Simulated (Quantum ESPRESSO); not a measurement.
## TiGa3O5N (input and log of a self-consistent run)

Simulated, not a measurement. The program is pw.x of Quantum ESPRESSO 7.5 (plane-wave density functional theory). The cell is made up: 10 atoms on a corundum lattice, with randomly drawn elements, strain and displacements, not relaxed. PseudoDojo standard norm-conserving files (v0.5 for PBE, v0.4.1 for LDA and PBEsol) set the functional; there is no spin polarisation, spin-orbit coupling or dispersion term, and the masses in the input are unused placeholders.

Input:

```
&control calculation='scf', pseudo_dir='./dojo.nc.sr.pbe.v0_5.standard.upf', outdir='./o', disk_io='medium', tprnfor=.true., tstress=.true. /
&system ibrav=0, nat=10, ntyp=4, nbnd=49, ecutwfc=105.61755193, nosym=.true., tot_charge=0,
 occupations='smearing', smearing='fd', degauss=0.0018374661
/
&electrons conv_thr=7.350e-09, electron_maxstep=60, /
ATOMIC_SPECIES
Ga 1.0 Ga.upf
N 1.0 N.upf
O 1.0 O.upf
Ti 1.0 Ti.upf
CELL_PARAMETERS angstrom
2.5637 1.4202 4.4648
-2.6073 1.3995 4.4958
-0.0397 -2.9854 4.5338
ATOMIC_POSITIONS angstrom
Ti 0.0513 -0.0673 4.7561
Ga -0.0218 -0.04 1.9611
Ga -0.0483 -0.068 8.7238
Ga -0.1429 -0.1388 11.4978
O -1.0188 1.3356 7.8909
O -0.8683 -1.6813 7.8595
O 1.8117 0.0935 7.7806
O 0.9625 -1.5261 5.6113
N 0.7089 1.5491 5.581
O -1.8727 -0.1874 5.6405
K_POINTS automatic
7 7 7 1 1 1
```

The log is shortened where brackets say so; the opening notice, blank lines, dates and the lines on written files are dropped, and the path of the files is cut. It prints rydbergs, bohrs and kilobars, and counts compression as positive stress. With no partly filled state, the Fermi energy that it prints is only some level between the filled and the empty states on the mesh, and need not lie in the true gap.

```
     Program PWSCF v.7.5
     Parallel version (MPI & OpenMP), running on       1 processor cores
     Number of MPI processes:                 1
     Threads/MPI process:                     1
     [start-up lines left out]
     bravais-lattice index     =            0
     lattice parameter (alat)  =      10.0926  a.u.
     unit-cell volume          =     689.7620 (a.u.)^3
     number of atoms/cell      =           10
     number of atomic types    =            4
     number of electrons       =        86.00
     number of Kohn-Sham states=           49
     kinetic-energy cutoff     =     105.6176  Ry
     charge density cutoff     =     422.4702  Ry
     scf convergence threshold =      7.3E-09
     mixing beta               =       0.7000
     number of iterations used =            8  plain     mixing
     Exchange-correlation= PBE
                           (   1   4   3   4   0   0   0)
     [axes and pseudopotential details left out]
   Cartesian axes
     site n.     atom                  positions (alat units)
         1        Ti     tau(   1) = (   0.0096053  -0.0126011   0.8905248  )
         2        Ga     tau(   2) = (  -0.0040818  -0.0074895   0.3671933  )
         3        Ga     tau(   3) = (  -0.0090436  -0.0127322   1.6334309  )
         4        Ga     tau(   4) = (  -0.0267564  -0.0259887   2.1528303  )
         5        O      tau(   5) = (  -0.1907585   0.2500757   1.4774799  )
         6        O      tau(   6) = (  -0.1625792  -0.3148040   1.4716007  )
         7        O      tau(   7) = (   0.3392199   0.0175068   1.4568275  )
         8        O      tau(   8) = (   0.1802170  -0.2857446   1.0506512  )
         9        N      tau(   9) = (   0.1327333   0.2900511   1.0449778  )
        10        O      tau(  10) = (  -0.3506415  -0.0350885   1.0561185  )
     number of k points=   172  Fermi-Dirac smearing, width (Ry)=  0.0018
     Number of k-points >= 100: set verbosity='high' to print them.
     Dense  grid:   101141 G-vectors     FFT dimensions: (  72,  72,  72)
     Estimated max dynamical RAM per process >     159.33 MB
     Initial potential from superposition of free atoms
     starting charge      85.9904, renormalised to      86.0000
     Starting wfcs are   61 randomized atomic wfcs
     total cpu time spent up to now is      138.0 secs
     per-process dynamical memory:   100.1 Mb
     Self-consistent Calculation
     iteration #  1     ecut=   105.62 Ry     beta= 0.70
     Davidson diagonalization with overlap
     ethr =  1.00E-02,  avg # of iterations =  2.0
     total cpu time spent up to now is      517.3 secs
     total energy              =    -762.59527724 Ry
     estimated scf accuracy    <       3.05247258 Ry
     iteration #  2     ecut=   105.62 Ry     beta= 0.70
     Davidson diagonalization with overlap
     ethr =  3.55E-03,  avg # of iterations =  4.6
     total cpu time spent up to now is      930.5 secs
     total energy              =    -759.10359077 Ry
     estimated scf accuracy    <      34.15297200 Ry
     iteration #  3     ecut=   105.62 Ry     beta= 0.70
     Davidson diagonalization with overlap
     ethr =  3.55E-03,  avg # of iterations =  6.2
     total cpu time spent up to now is     1201.4 secs
     total energy              =    -764.07212653 Ry
     estimated scf accuracy    <       1.80381072 Ry
     iteration #  4     ecut=   105.62 Ry     beta= 0.70
     Davidson diagonalization with overlap
     ethr =  2.10E-03,  avg # of iterations =  2.1
     total cpu time spent up to now is     1418.0 secs
     total energy              =    -764.13378069 Ry
     estimated scf accuracy    <       0.54333017 Ry
     iteration #  5     ecut=   105.62 Ry     beta= 0.70
     Davidson diagonalization with overlap
     ethr =  6.32E-04,  avg # of iterations =  3.9
     total cpu time spent up to now is     1621.7 secs
     total energy              =    -764.11060046 Ry
     estimated scf accuracy    <       0.20784199 Ry
     [iterations 6 to 10 left out]
     iteration # 11     ecut=   105.62 Ry     beta= 0.70
     Davidson diagonalization with overlap
     ethr =  1.70E-08,  avg # of iterations =  2.0
     total cpu time spent up to now is     3286.6 secs
     total energy              =    -764.14441833 Ry
     estimated scf accuracy    <       0.00000264 Ry
     iteration # 12     ecut=   105.62 Ry     beta= 0.70
     Davidson diagonalization with overlap
     ethr =  3.07E-09,  avg # of iterations =  2.2
     total cpu time spent up to now is     3507.0 secs
     total energy              =    -764.14441826 Ry
     estimated scf accuracy    <       0.00000086 Ry
     iteration # 13     ecut=   105.62 Ry     beta= 0.70
     Davidson diagonalization with overlap
     ethr =  1.00E-09,  avg # of iterations =  2.2
     total cpu time spent up to now is     3724.0 secs
     total energy              =    -764.14441842 Ry
     estimated scf accuracy    <       0.00000003 Ry
     iteration # 14     ecut=   105.62 Ry     beta= 0.70
     Davidson diagonalization with overlap
     ethr =  3.62E-11,  avg # of iterations =  4.9
     total cpu time spent up to now is     4001.8 secs
     total energy              =    -764.14441843 Ry
     estimated scf accuracy    <          8.1E-09 Ry
     iteration # 15     ecut=   105.62 Ry     beta= 0.70
     Davidson diagonalization with overlap
     ethr =  9.42E-12,  avg # of iterations =  2.7
     total cpu time spent up to now is     4242.8 secs
     End of self-consistent calculation
     Number of k-points >= 100: set verbosity='high' to print the bands.
     the Fermi energy is    11.6939 ev
!    total energy              =    -764.14441843 Ry
     estimated scf accuracy    <          1.8E-09 Ry
     smearing contrib. (-TS)   =      -0.00000000 Ry
     internal energy E=F+TS    =    -764.14441843 Ry
     The total energy is F=E-TS. E is the sum of the following terms:
     one-electron contribution =    -221.32281150 Ry
     hartree contribution      =     182.94955901 Ry
     xc contribution           =    -191.57926637 Ry
     ewald contribution        =    -534.19189958 Ry
     convergence has been achieved in  15 iterations
     Forces acting on atoms (cartesian axes, Ry/au):
     atom    1 type  4   force =    -0.02082402    0.06685119    0.05911850
     atom    2 type  1   force =    -0.04607917    0.02339565   -0.04160389
     atom    3 type  1   force =     0.04000594   -0.05248651   -0.00959714
     atom    4 type  1   force =     0.05345909   -0.02512070    0.00337900
     atom    5 type  3   force =    -0.02847954    0.02530155   -0.01120974
     atom    6 type  3   force =     0.01604482    0.00088928    0.01473882
     atom    7 type  3   force =    -0.02729797   -0.02191484    0.02960504
     atom    8 type  3   force =    -0.03243811    0.01494975    0.00969566
     atom    9 type  2   force =    -0.00793956   -0.03743208   -0.02337489
     atom   10 type  3   force =     0.05354853    0.00556672   -0.03075136
     Total force =     0.179236     Total SCF correction =     0.000185
     Computing stress (Cartesian axis) and pressure
          total   stress  (Ry/bohr**3)                   (kbar)     P=       12.46
  -0.00017425  -0.00003896   0.00009271          -25.63       -5.73       13.64
  -0.00003896  -0.00011736   0.00006520           -5.73      -17.26        9.59
   0.00009271   0.00006520   0.00054563           13.64        9.59       80.27
     init_run     :    131.66s CPU    137.89s WALL (       1 calls)
     electrons    :   3951.73s CPU   4104.87s WALL (       1 calls)
     forces       :     22.75s CPU     23.08s WALL (       1 calls)
     stress       :     86.94s CPU     87.29s WALL (       1 calls)
     [timing details left out]
     PWSCF        :      1h 9m CPU      1h12m WALL
     JOB DONE.
```

In other units: free energy -10396.714 eV for the cell, pressure 1.25 GPa, largest force component 1.719 eV/Å. This run is the check on a run of the same cell at a cutoff of 1143 eV and k mesh 5 x 5 x 5: rerunning at a cutoff of 1437 eV and k mesh 7 x 7 x 7 moved values by no more than 0.004 eV in energy, 0.03 GPa in stress and 0.002 eV/Å in force.